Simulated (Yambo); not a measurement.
A G0W0@PBEsol run in Yambo for CsH (CsCl type, space group Pm-3m, No. 221) (4×4×4 Γ-centred k mesh, 121 bands and a 10 Ry block in the screening, 121 bands in G with the Bruneval-Gonze terminator, plasmon pole fitted at 27.2 eV) gives these matrix elements, in eV, at the band edges (R → X):

```json
[
 {"state": "valence edge", "E0": "0.000", "<Vxc>": "-9.792", "<Σx>": "-12.857", "<Σc(E0)>": "1.225", "Z": "0.790"},
 {"state": "conduction edge", "E0": "2.454", "<Vxc>": "-7.501", "<Σx>": "-3.435", "<Σc(E0)>": "-3.444", "Z": "0.839"}
]
```

### Question
Solve the linearised quasiparticle equation for both states, give the gap, and say how exchange and correlation each act on it.

### Answer
E = E0 + Z(Σx + Σc − Vxc). Valence: 0.000 + 0.790 × (-12.857 + (1.225) − (-9.792)) = -1.45 eV. Conduction: 2.454 + 0.839 × (-3.435 + (-3.444) − (-7.501)) = 2.98 eV. The gap is 4.43 eV, against 2.45 eV in PBEsol. Replacing Vxc by bare exchange alone would open it by 7.13 eV; correlation takes back 4.67 eV of that, and Z scales what is left. Nearest settings tried, and what they do to the gap: 39 bands in G: -14 meV; 49 bands in W: -67 meV; 8 Ry block (171 vectors against 251): -16 meV. Not varied: mesh. So the settings aren't converged at that level. 

Geometry of the Materials Project entry, not relaxed at this level; primitive cell a = 3.8184 Å, b = 3.8184 Å, c = 3.8184 Å, α = 90.00°, β = 90.00°, γ = 90.00°.

The structure is a Materials Project entry; no match was found in the copy of COD used, and its stability was not checked.
